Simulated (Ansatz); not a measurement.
All-electron LAPW in Ansatz 0.2.0 under PBEsol, scalar-relativistic, energies extrapolated to zero smearing. Slabs are 1×1 cells cut from bulk crystals relaxed on PAW files, with atoms then relaxed, 16 to 20 Å of vacuum, a dipole correction, k spacings of 0.16 to 0.26 Å⁻¹ and smearing of 0.02 to 0.1 eV, without spin–orbit coupling or spin polarisation. The bulk type named needn't be the stable one, and no reconstruction is allowed.

```csv
slab,area (Å²),γ (J/m²),Φ (eV),Δd12 (%)
"fcc Rh (110), 7 layers",10.11,2.90,4.83,-10.7
"fcc Rh (110), 5 layers",10.11,2.86,4.64,?
"fcc Rh (100), 5 layers",7.15,2.85,?,-4.5
```

(1) Fill in "Δd12 (%)" for the row "fcc Rh (110), 5 layers".

(2) What belongs in the row "fcc Rh (100), 5 layers", column "Φ (eV)"?

## Answers

(1) -12.2.

(2) 5.23.
